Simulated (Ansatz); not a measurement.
Ansatz input

```yaml
crystal:
  lattice:
    - [2.4585180668, 0.0, 0.0]
    - [-1.2292590334, 2.1291391015, 0.0]
    - [0.0, 0.0, 7.969713917]
  atoms:
    - { symbol: Co, position: [0.0, 0.0, 1.0], spin: 1.617 }
    - { symbol: Co, position: [0.0, 0.0, 0.5], spin: 1.617 }
    - { symbol: Co, position: [0.3333333333, 0.6666666667, 0.25], spin: 1.642 }
    - { symbol: Co, position: [0.6666666667, 0.3333333333, 0.75], spin: 1.642 }
hamiltonian:
  xc: mr2scan
  pseudopotentials:
    kind: paw
    azcp:
      Co: "pseudopotentials/Co.paw.azcp"
basis:
  ecutwfc: 500
  fft_grid_basis: typed
kpoints:
  mp_grid: { grid: [19, 19, 6], shift: [0, 0, 0] }
magnetization:
  spin_polarized: true
scf:
  occupations: { method: fermi_dirac, width: 0.05 }
```

and its output:

```
Engine: ansatz 0.2.0, aarch64-unknown-linux-gnu
Pseudopotentials: kind: paw
Pseudopotential: Co, paw, valence charge 17, recommended cutoff 500 eV (meta_gga) 
Functional definition: m-r2SCAN
  exchange = m_r2scan_x
  correlation = m_r2scan_c
Crystal: 4 atoms, lattice volume = 41.718 Å³
Basis set: ecut = 500 eV, 1091 PW (Γ), exchange–correlation on 72×72×240 points (64 copies of the dense FFT grid, shifted against one another)
Bands: 45, of which v1, the nominal top of the filled ones, is band 34 counted from 1 (33 counted from 0)
Symmetry: 24 space group operations
Space group: P63/mmc (ITA 194), of the structure as read, at distance tolerance 3.5e-5 Å
Magnetic group: BNS 194.263 (UNI 1493), of the structure as read, at distance tolerance 3.5e-5 Å
k-points: 160 of 2166
Non-local potential: Co, projectors of the file, l = 0: 3, l = 1: 2, l = 2: 3, l = 3: 1
PAW form: soft (Blöchl's): semilocal exchange-correlation on the pseudo side does not see the compensation charge
PAW frozen core: Co, regenerated for the run's functional (the file was generated under x = pbe(κ = 0.804, μ = 0.2195149727645171), c = pbe(β = 0.06672455060314922))
PAW one-centre angular grid: Co, 590 points (default); XC on 160 Gauss nodes
Initial density: superposition of atomic densities (chi_scale 0.1, normalization cell)
Starting moments: Σ|m| = 6.518 μB on 4 of 4 sites
Initial wavefunctions: pseudopotential atomic-orbital guess
Functional: x = mr2scan, c = mr2scan; τ floored in thin density (d = 2e-4 eV/Å³)
SCF iter   1: F=—  HF=-20522.552936 eV  |F-HF|=—  |Δ(HF+E_count)|=         —  Δρ=9.43e-2 (↑3.51e-2 ↓9.43e-2)  dr2=4.06e0  dr2_τ=3.40e-2  dr2_m=3.52e-1  M=6.350 μB ∫|m|=6.448 μB  β_m=1.00  ethr=3.10e-3  ⟨swp⟩=5.9  Hψ=48766  notcnv=0  defer=5
Mixer restart at iter 1: flushing history
spin=Collinear: Kerker preconditioning applied to the charge; magnetization (m = ρ↑ − ρ↓) channel mixes plain (no charge-response kernel on spin).
SCF iter   2: F=—  HF=-20521.524134 eV  |F-HF|=—  |Δ(HF+E_count)|=    1.03e0  Δρ=2.64e-2 (↑9.74e-3 ↓2.64e-2)  dr2=2.21e-1  dr2_τ=3.58e-2  dr2_m=8.64e-2  M=6.419 μB ∫|m|=6.751 μB  β_m=1.00  ethr=3.10e-3  ⟨swp⟩=2.5  Hψ=24680  notcnv=0  defer=899  κ⁻¹=1.0e0(r=1)
SCF iter   3: F=—  HF=-20522.914120 eV  |F-HF|=—  |Δ(HF+E_count)|=         —  Δρ=1.74e-2 (↑1.74e-2 ↓8.02e-3)  dr2=3.21e-2  dr2_τ=1.59e-3  dr2_m=4.24e-2  M=6.620 μB ∫|m|=7.102 μB  β_m=1.00  ethr=3.25e-4  ⟨swp⟩=2.3  Hψ=21672  notcnv=0  defer=907
Mixer restart at iter 3: flushing history
SCF iter   4: F=—  HF=-20523.609150 eV  |F-HF|=—  |Δ(HF+E_count)|=   6.95e-1  Δρ=9.41e-3 (↑8.32e-3 ↓9.41e-3)  dr2=4.56e-2  dr2_τ=1.20e-3  dr2_m=2.60e-4  M=6.573 μB ∫|m|=7.089 μB  β_m=1.00  ethr=4.72e-5  ⟨swp⟩=2.1  Hψ=22899  notcnv=0  defer=903  κ⁻¹=1.0e0(r=1)
SCF iter   5: F=—  HF=-20523.971837 eV  |F-HF|=—  |Δ(HF+E_count)|=   3.63e-1  Δρ=9.81e-3 (↑7.31e-3 ↓9.81e-3)  dr2=5.09e-2  dr2_τ=1.20e-3  dr2_m=8.11e-4  M=6.532 μB ∫|m|=7.061 μB  β_m=1.00  ethr=4.72e-5  ⟨swp⟩=2.0  Hψ=22006  notcnv=0  defer=885  κ⁻¹=1.6e-2(r=2)
SCF iter   6: F=—  HF=-20523.955736 eV  |F-HF|=—  |Δ(HF+E_count)|=   1.61e-2  Δρ=9.87e-3 (↑7.30e-3 ↓9.87e-3)  dr2=5.11e-2  dr2_τ=1.19e-3  dr2_m=8.51e-4  M=6.534 μB ∫|m|=7.063 μB  β_m=1.00  ethr=4.72e-5  ⟨swp⟩=1.0  Hψ=14500  notcnv=0  defer=874  κ⁻¹=1.1e-5(r=3)
SCF iter   7: F=—  HF=-20524.493861 eV  |F-HF|=—  |Δ(HF+E_count)|=   5.38e-1  Δρ=6.07e-3 (↑2.72e-3 ↓6.07e-3)  dr2=1.35e-2  dr2_τ=2.15e-3  dr2_m=3.36e-3  M=6.455 μB ∫|m|=6.987 μB  β_m=1.00  ethr=4.72e-5  ⟨swp⟩=2.2  Hψ=28119  notcnv=0  defer=874  κ⁻¹=1.1e-5(r=4)
SCF iter   8: F=—  HF=-20524.725945 eV  |F-HF|=—  |Δ(HF+E_count)|=   2.32e-1  Δρ=5.35e-3 (↑5.35e-3 ↓1.41e-3)  dr2=3.74e-3  dr2_τ=3.31e-3  dr2_m=1.56e-3  M=6.375 μB ∫|m|=6.912 μB  β_m=1.00  ethr=1.98e-5  ⟨swp⟩=2.2  Hψ=28747  notcnv=0  defer=834  κ⁻¹=1.2e-6(r=5)
SCF iter   9: F=—  HF=-20524.720653 eV  |F-HF|=—  |Δ(HF+E_count)|=   5.29e-3  Δρ=4.16e-3 (↑4.16e-3 ↓1.21e-3)  dr2=2.40e-3  dr2_τ=1.91e-3  dr2_m=9.36e-4  M=6.383 μB ∫|m|=6.922 μB  β_m=1.00  ethr=5.50e-6  ⟨swp⟩=2.5  Hψ=22533  notcnv=0  defer=807  κ⁻¹=8.8e-7(r=6)
SCF iter  10: F=—  HF=-20524.728975 eV  |F-HF|=—  |Δ(HF+E_count)|=   8.32e-3  Δρ=2.01e-3 (↑2.01e-3 ↓5.79e-4)  dr2=6.26e-4  dr2_τ=3.81e-4  dr2_m=2.21e-4  M=6.372 μB ∫|m|=6.920 μB  β_m=1.00  ethr=3.52e-6  ⟨swp⟩=2.3  Hψ=22352  notcnv=0  defer=807  κ⁻¹=4.7e-7(r=7)
SCF iter  11: F=—  HF=-20524.729710 eV  |F-HF|=—  |Δ(HF+E_count)|=   7.35e-4  Δρ=3.63e-4 (↑3.59e-4 ↓3.63e-4)  dr2=3.79e-5  dr2_τ=1.62e-5  dr2_m=6.80e-6  M=6.368 μB ∫|m|=6.922 μB  β_m=1.00  ethr=9.21e-7  ⟨swp⟩=2.0  Hψ=25354  notcnv=0  defer=809  κ⁻¹=4.5e-7(r=8)
SCF iter  12: F=—  HF=-20524.729628 eV  |F-HF|=—  |Δ(HF+E_count)|=   8.21e-5  Δρ=7.02e-4 (↑7.02e-4 ↓2.68e-4)  dr2=5.28e-5  dr2_τ=5.62e-5  dr2_m=2.27e-5  M=6.366 μB ∫|m|=6.919 μB  β_m=1.00  ethr=5.57e-8  ⟨swp⟩=2.0  Hψ=25369  notcnv=0  defer=808  κ⁻¹=1.2e-6(r=8)
SCF iter  13: F=—  HF=-20524.729688 eV  |F-HF|=—  |Δ(HF+E_count)|=   6.00e-5  Δρ=4.75e-4 (↑4.75e-4 ↓1.77e-4)  dr2=2.91e-5  dr2_τ=1.70e-5  dr2_m=9.53e-6  M=6.366 μB ∫|m|=6.917 μB  β_m=1.00  ethr=5.57e-8  ⟨swp⟩=2.0  Hψ=22831  notcnv=0  defer=807  κ⁻¹=1.6e-5(r=8)
SCF iter  14: F=—  HF=-20524.729713 eV  |F-HF|=—  |Δ(HF+E_count)|=   2.52e-5  Δρ=4.88e-5 (↑4.88e-5 ↓4.64e-5)  dr2=8.30e-7  dr2_τ=4.31e-7  dr2_m=1.89e-7  M=6.366 μB ∫|m|=6.916 μB  β_m=1.00  ethr=4.28e-8  ⟨swp⟩=2.0  Hψ=25360  notcnv=0  defer=807  κ⁻¹=1.3e-5(r=8)
SCF iter  15: F=—  HF=-20524.729738 eV  |F-HF|=—  |Δ(HF+E_count)|=   2.51e-5  Δρ=3.54e-5 (↑1.99e-5 ↓3.54e-5)  dr2=3.69e-7  dr2_τ=2.05e-8  dr2_m=6.16e-8  M=6.366 μB ∫|m|=6.917 μB  β_m=1.00  ethr=1.22e-9  ⟨swp⟩=2.3  Hψ=25564  notcnv=0  defer=807  κ⁻¹=2.0e-6(r=8)
SCF iter  16: F=—  HF=-20524.729750 eV  |F-HF|=—  |Δ(HF+E_count)|=   1.22e-5  Δρ=3.03e-5 (↑2.38e-5 ↓3.03e-5)  dr2=5.29e-7  dr2_τ=6.10e-9  dr2_m=8.96e-9  M=6.367 μB ∫|m|=6.917 μB  β_m=1.00  ethr=5.43e-10  ⟨swp⟩=2.0  Hψ=25644  notcnv=0  defer=807  κ⁻¹=3.5e-6(r=8)
SCF iter  17: F=—  HF=-20524.729752 eV  |F-HF|=—  |Δ(HF+E_count)|=   1.85e-6  Δρ=1.27e-5 (↑1.01e-5 ↓1.27e-5)  dr2=9.00e-8  dr2_τ=1.51e-9  dr2_m=1.40e-9  M=6.367 μB ∫|m|=6.917 μB  β_m=1.00  ethr=5.43e-10  ⟨swp⟩=2.0  Hψ=22554  notcnv=0  defer=807  κ⁻¹=2.3e-6(r=8)
SCF iter  18: F=—  HF=-20524.729754 eV  |F-HF|=—  |Δ(HF+E_count)|=   1.55e-6  Δρ=1.23e-5 (↑5.63e-6 ↓1.23e-5)  dr2=4.69e-8  dr2_τ=7.92e-10  dr2_m=1.06e-8  M=6.367 μB ∫|m|=6.917 μB  β_m=1.00  ethr=1.32e-10  ⟨swp⟩=2.0  Hψ=25275  notcnv=0  defer=807  κ⁻¹=4.2e-6(r=8)
SCF iter  19: F=—  HF=-20524.729755 eV  |F-HF|=—  |Δ(HF+E_count)|=   1.36e-6  Δρ=4.85e-6 (↑3.49e-6 ↓4.85e-6)  dr2=1.90e-8  dr2_τ=1.53e-10  dr2_m=2.63e-10  M=6.367 μB ∫|m|=6.917 μB  β_m=1.00  ethr=6.90e-11  ⟨swp⟩=2.2  Hψ=25759  notcnv=0  defer=807  κ⁻¹=1.1e-5(r=8)
SCF iter  20: F=—  HF=-20524.729755 eV  |F-HF|=—  |Δ(HF+E_count)|=   6.33e-9  Δρ=2.62e-6 (↑1.76e-6 ↓2.62e-6)  dr2=2.67e-9  dr2_τ=1.62e-10  dr2_m=1.65e-10  M=6.367 μB ∫|m|=6.918 μB  β_m=1.00  ethr=2.80e-11  ⟨swp⟩=2.0  Hψ=25617  notcnv=0  defer=807  κ⁻¹=2.7e-6(r=8)
SCF iter  21: F=-20524.729755 eV  HF=-20524.729755 eV  |F-HF|=1.82e-10  |Δ(HF+E_count)|=   3.05e-8  Δρ=2.60e-6 (↑1.31e-6 ↓2.60e-6)  dr2=2.44e-9  dr2_τ=5.26e-11  dr2_m=4.55e-10  M=6.367 μB ∫|m|=6.918 μB  ethr=3.93e-12  ⟨swp⟩=1.2  Hψ=41530  notcnv=0
SCF 1 converged in 21 iterations: F = -20524.729755 eV  dr2 = 2.44e-9
this state was not tested for a lower state beside it, because the mixer in use, unlike msr1, does not test its closes by its own steps (another_mixer; see scf.mixing.algorithm and scf.lower_state_search)
SCF converged after 21 iterations
Magnetization: 6.3671 μB (37.1835 up, 30.8165 down)
Absolute magnetization: 6.9196 μB (∫|ρ↑−ρ↓|, with the PAW one-centre terms)
Spin contamination: 0.0940 ħ² per cell (⟨S²⟩ above its minimum at these occupations)
Per-site moments (μB) at R_I (Å): [(1.6435315387511398, 1.0091120640110283), (1.6435315387511402, 1.0091120640110283), (1.6673277218108473, 1.0091120640110283), (1.6673277218108475, 1.0091120640110283)]
Free energy (F): -20524.729755 eV
Harris-Foulkes:  -20524.729755 eV  (|F-HF|=1.82e-10)
Internal energy: -20524.700675 eV  (E = F + TS)
E sigma→0 (E₀):  -20524.715215 eV
Entropy (-TS):   -0.029080 eV (-7.270 meV/atom)
Fermi energy:    19.423489 eV
--- Per-component energies (eV) ---
  E_band       = -1012.061550
  E_kinetic    = 1822.281437
  E_local      = -11120.196478  (includes V_loc(G=0)·N_el)
  E_nonlocal   = 1827.988695
  E_hartree    = 4677.838633
  E_xc         = -631.644867
  E_vxc        = -920.922707  (∫ρ·V_xc dr)
  E_paw        = -6097.410171  (= ΣΔE_a)
  E_vpaw       = -2035.466434  (= ΣTr[D̂ρ^β])
  E_aug_tail   = 0.000141  (compensation charges beyond the density's cutoff)
  E_vtau       = 58.575440  (kinetic-family band-sum trace: ∫τ·v_τ [+ j·A + Jᵃ·Aᵃ] dr)
  E_ewald      = -11002.377240
  E_core_change = -1.180825  (= ΣΔE_core)
  E_smearing   = -0.029080  (= −TS)
  E_closure    = 0.000000  (closes the sum)
  Σ components = -20524.729755   (vs F -20524.729755, Δ=0.00e0)
```
